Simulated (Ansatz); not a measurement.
Relaxed ZnSe (zinc blende):

```
ZnSe
1.0
    0.00000     2.83273     2.83273
    2.83273     0.00000     2.83273
    2.83273     2.83273     0.00000
Se Zn
1 1
Direct
  0.75000   0.75000   0.75000
  0.00000   0.00000   0.00000
```

In this cell atom 2 (Zn, nearest neighbour Se at 2.453 Å; its periodic images, 4.0 Å or more away, move with it) is moved by s along Cartesian z, unit vector (0.000, 0.000, 1.000); all other atoms and the cell stay fixed.

The numbers are results of r2SCAN (plane waves to 500 eV, PAW, scalar-relativistic; Ansatz, an electronic-structure program), not measurements. k mesh 8×8×8 (Γ-centred), Fermi-Dirac smearing 0.05 eV. Energies are smeared free energies. Stress and pressure are positive under compression. F∥ is the force on the atom along that direction. ZnSe was relaxed with its symmetry unable to fall. ΔE is measured from the undisplaced structure.

| s (Å) | ΔE (meV/cell) | P (GPa) | F∥ (eV/Å) |
|---|---|---|---|
| -0.250 | 168.8 | 1.68 | 1.328 |
| -0.200 | 108.7 | (withheld) | 1.075 |
| -0.150 | (withheld) | 0.61 | 0.814 |
| -0.100 | (withheld) | 0.27 | 0.546 |
| -0.050 | 6.9 | 0.07 | 0.274 |
| 0.000 | 0.0 | 0.00 | 0.000 |
| 0.050 | 6.9 | 0.07 | -0.274 |
| 0.100 | (withheld) | 0.27 | -0.546 |
| 0.150 | (withheld) | 0.61 | -0.814 |
| 0.200 | 108.7 | (withheld) | -1.075 |
| 0.250 | 168.8 | 1.68 | -1.328 |

Q: Some entries are withheld; supply them.

A: 
- -0.200, P (GPa): 1.08
- -0.150, ΔE (meV/cell): 61.4
- -0.100, ΔE (meV/cell): 27.4
- 0.100, ΔE (meV/cell): 27.4
- 0.150, ΔE (meV/cell): 61.4
- 0.200, P (GPa): 1.08

(A displaced cell: forces are minus the slopes of the energy, force constants its curvatures, and phonons follow from these.)
